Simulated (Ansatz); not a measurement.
A geometry of TiO$_{2}$ away from equilibrium: step 2 of the relaxation of a relaxed TiO2 cell shaken by Gaussian noise of σ = 0.08 Å a coordinate. Level of theory: r2SCAN (plane waves to 500 eV, PAW, scalar-relativistic; Ansatz, a first-principles code). Γ-centred k-mesh 5×8×5 on the run's cell, Fermi–Dirac smearing 0.05 eV.

```yaml
crystal:
  lattice:
    - [5.23903, 0.03790, -0.00309]
    - [0.02310, 3.14548, -0.00535]
    - [-0.00373, -0.01060, 6.21984]
  atoms:
    - { symbol: Ti, position: [0.25852, 0.22264, 0.10959] }
    - { symbol: Ti, position: [0.75441, 0.28232, 0.40947] }
    - { symbol: Ti, position: [0.75768, 0.78589, 0.91102] }
    - { symbol: Ti, position: [0.24408, 0.79503, 0.60415] }
    - { symbol: O, position: [0.12547, 0.23633, 0.42292] }
    - { symbol: O, position: [0.63585, 0.26143, 0.07445] }
    - { symbol: O, position: [0.86157, 0.75156, 0.57557] }
    - { symbol: O, position: [0.35510, 0.75948, 0.92746] }
    - { symbol: O, position: [0.01173, 0.24753, 0.84119] }
    - { symbol: O, position: [0.50873, 0.27744, 0.65842] }
    - { symbol: O, position: [0.97567, 0.74448, 0.15558] }
    - { symbol: O, position: [0.46714, 0.76326, 0.33978] }
```

Q: What forces act on the atoms (eV/Å)?

A: 
| atom | Fx | Fy | Fz |
|---|---|---|---|
| Ti1 | -0.66 | 0.90 | -0.05 |
| Ti2 | -1.39 | -0.69 | -1.10 |
| Ti3 | -0.51 | -0.82 | -1.13 |
| Ti4 | 0.86 | -1.18 | 0.79 |
| O5 | 0.62 | 1.50 | -0.54 |
| O6 | 0.20 | 0.30 | 1.19 |
| O7 | -0.70 | 0.86 | 0.80 |
| O8 | 0.37 | -0.36 | -0.45 |
| O9 | 0.52 | -0.19 | 0.44 |
| O10 | 0.15 | -0.32 | -0.67 |
| O11 | 0.36 | -0.12 | 0.36 |
| O12 | 0.18 | 0.12 | 0.35 |

Q: What is the pressure?

A: +2.4 GPa, compression positive.

No spin polarisation in the result.

The first start was generated by placing the elements on the sites of a structure type. A measured structure of TiO2 has the same space group, Pnma (No. 62); the sites were not compared with it. Another known form has space group No. 61.
